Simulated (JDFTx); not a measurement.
Pt(111) slab cut from bulk Pt (space group Fm-3m, indices of the conventional cell, lattice of the Materials Project entry mp-126, not re-optimised): 6 atoms in 6 planes, a 1x1 cell of 6.73 Å² (|a| = 2.788, |b| = 2.788 Å), 11.5 Å between the outermost planes, cell height 27.4 Å, 8×8×1 k mesh, Fermi smearing 0.01 Ha, no spin polarisation.

Profiles through the double layer of this slab, charged, in CANDLE, water, 2 M NaF; PBE, GBRV ultrasoft potentials, plane waves to 20/100 Ha, JDFTx (a modified build). z is the height above the outermost atoms, φ the plane-averaged electrostatic potential energy of an electron (zero in the bulk liquid), ρ_b the bound charge of solvent and ions, s the cavity shape function (0 in the solid, 1 in the liquid).

| z (Å) | n (e/Å³) | s | φ (eV) | ρ_b (10⁻³ e/Å³) |
|---|---|---|---|---|
| 0.88 | 0.3261 | 0.00 | -2.027 | 0.00 |
| 1.34 | 0.0747 | 0.00 | -1.791 | -0.33 |
| 1.80 | 0.0178 | 0.00 | -0.644 | -6.71 |
| 2.25 | 0.0041 | 0.04 | -0.113 | -7.23 |
| 2.71 | 0.0009 | 0.27 | -0.048 | -0.36 |
| 3.17 | 0.0002 | 0.56 | -0.032 | 0.03 |
| 3.62 | 0.0001 | 0.84 | -0.024 | -0.02 |
| 4.08 | 0.0000 | 0.99 | -0.019 | -0.02 |
| 4.54 | 0.0000 | 1.00 | -0.016 | -0.02 |
| 4.99 | 0.0000 | 1.00 | -0.013 | -0.01 |
| 5.45 | 0.0000 | 1.00 | -0.010 | -0.01 |
| 5.91 | 0.0000 | 1.00 | -0.008 | -0.01 |
| 6.36 | 0.0000 | 1.00 | -0.007 | -0.01 |
| 6.82 | 0.0000 | 1.00 | -0.005 | -0.01 |
| 7.28 | 0.0000 | 1.00 | -0.004 | -0.01 |
| 7.73 | 0.0000 | 1.00 | -0.004 | 0.00 |

Problem. Is the electrode positively or negatively charged, and roughly by how much?

Solution. Positively: σ = 10.8 μC/cm² per face. The liquid's bound charge is of the opposite sign overall, and far from the surface φ decays with the screening length (2.1 Å).
